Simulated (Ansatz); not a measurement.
Ge:
```xyz
2
Lattice="0.0000 2.8367 2.8367 2.8367 0.0000 2.8367 2.8367 2.8367 0.0000" Properties=species:S:1:pos:R:3 pbc="T T T"
Ge     2.8367     2.8367     2.8367
Ge     4.2550     4.2550     4.2550
```

Relaxed with r²SCAN. Plane-wave PAW r²SCAN (Ansatz code) gives a gap of 0.36 eV.

Task: What gap does HSE06 give on the same cell (Ansatz, PAW)?

Result: 0.78 eV, 0.41 eV more. The hybrid was solved on a coarser mesh and at special points; its gap is the smallest among all of these.

```tsv
k	v1 r²SCAN	c1 r²SCAN	v1 HSE06	c1 HSE06
Γ	0.00	0.36	0.00	0.78
X	-3.19	0.99	?	?
L	-1.47	0.44	-1.51	0.78
W	-4.01	4.67	?	?
K	-2.74	1.41	?	?
```

Task: Top valence (v1) and lowest conduction level (c1) in eV from each method's valence maximum (which need not be a listed point): supply the withheld HSE06 values.

Result: 
- K, v1 HSE06: -2.84
- K, c1 HSE06: 1.71
- W, v1 HSE06: -4.20
- W, c1 HSE06: 5.17
- X, v1 HSE06: -3.33
- X, c1 HSE06: 1.27

Cost on shared cores: the r²SCAN run (SCF on a 8×8×8 mesh, then bands and DOS) about 15 core-seconds (a rough figure), the HSE06 run (SCF on 6×6×6, then a few points) roughly 80 core-seconds; the tasks are unlike.

Space group Fd-3m (diamond). The cell was relaxed with r²SCAN under the symmetry of its start; phonons on a q-mesh show no instability. Spin–orbit coupling is left out wherever it is not named.

Potentials: the later of the program's two PAW sets.
